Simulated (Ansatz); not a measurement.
# MgO (rock salt): energy against volume

MgO (rock salt)

```yaml
crystal:
  lattice:
    - [0.00000, 2.12722, 2.12722]
    - [2.12722, 0.00000, 2.12722]
    - [2.12722, 2.12722, 0.00000]
  atoms:
    - { symbol: O, position: [0.00000, 0.00000, 0.00000] }
    - { symbol: Mg, position: [0.50000, 0.50000, 0.50000] }
```

Equation-of-state scan: isotropic scaling of the cell above, V₀ being its volume. Symmetry pins the atoms to their sites.

The numbers are results of PBE (plane waves to 420 eV, PAW, scalar-relativistic; Ansatz, a first-principles code), not measurements. k mesh 13×13×13 (Γ-centred), Fermi-Dirac smearing 0.05 eV. Energies are smeared free energies. Compression counts positive. MgO was relaxed with its symmetry unable to fall. The PAW data are Ansatz's earlier set. ΔE is measured from the relaxed starting cell.

| V (Å³/atom) | ΔE (eV/atom) | P (GPa) |
|---|---|---|
| 9.048 | 0.0179 | 10.5 |
| 9.164 | 0.0112 | 8.1 |
| 9.279 | 0.0062 | 5.9 |
| 9.395 | 0.0027 | 3.8 |
| 9.510 | 0.0007 | 1.8 |
| 9.626 | 0.0000 | 0.0 |
| 9.741 | 0.0006 | -1.7 |
| 9.857 | 0.0025 | -3.4 |
| 9.972 | 0.0055 | -4.9 |
| 10.088 | 0.0095 | -6.3 |
| 10.203 | 0.0146 | -7.7 |

Key numbers:

The pressure at the smallest volume is 10.5 GPa. The energy cost of the largest compression is 17.9 meV/atom and the energy cost of the largest expansion is 14.6 meV/atom. The bulk modulus B₀ (third-order Birch-Murnaghan fit) comes out as 149 GPa and the pressure derivative B₀′ (fit) is 4.1. The equilibrium volume of the fit comes out as 9.63 Å³/atom. The pressure for 5 % compression (fit) is 8.5 GPa.

(A scan under strain: stresses follow from slopes of the energy per volume, elastic moduli from its curvatures.)
